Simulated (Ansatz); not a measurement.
An Ansatz (a quantum-chemistry and plane-wave program) input:

Ansatz 0.2 input:
```yaml
crystal:
  lattice:
    - [3.5697635804, 0.0, 0.0]
    - [-1.7848817902, 3.0915059461, 0.0]
    - [0.0, 0.0, 5.7656791376]
  atoms:
    - { symbol: In, position: [0.3333333333, 0.6666666667, 0.507557868] }
    - { symbol: Cd, position: [0.6666666667, 0.3333333333, 0.9942897853] }
    - { symbol: O, position: [0.3333333333, 0.6666666667, 0.1391909815] }
    - { symbol: N, position: [0.6666666667, 0.3333333333, 0.6089513652] }
kpoints:
  mp_grid: { grid: [7, 7, 4] }
hamiltonian:
  xc: hse06
  pseudopotentials: { azcp: { folder: ./paw }, kind: paw }
scf:
  n_extra_bands: 6
  occupations: { method: gaussian, width: 0.02 }
output:
  eigenvalues: true
  eigenstates:
    e_range: [-9.0, 8.0]
    kpoints:
      - [0.0, 0.0, 0.0]  # GAMMA
      - [0.0, 0.0, 0.5]  # A
      - [0.3333333333, 0.3333333333, 0.0]  # K
      - [0.3333333333, 0.3333333333, 0.5]  # H
      - [0.5, 0.0, 0.0]  # M
      - [0.5, 0.0, 0.5]  # L
```

Task: How many symmetry operations and irreducible k-points will the run report?

Result: 6 operations, 28 of 196 k-points.

Task: With a cutoff of 420 eV, how many plane waves at Γ?

Result: 1237.

It took very roughly 3 core-minutes on shared server cores.

Space group P3m1. The start of the workflow was typed in or built on a structure type; neither database checked (COD, Materials Project) lists it. Whether it is the stable phase at ambient conditions was not checked. The r²SCAN relaxation kept the symmetry of its start; its stability against distortions is not shown here.

Potentials: the earlier of the program's two PAW sets.

Ansatz is a plane-wave DFT program.
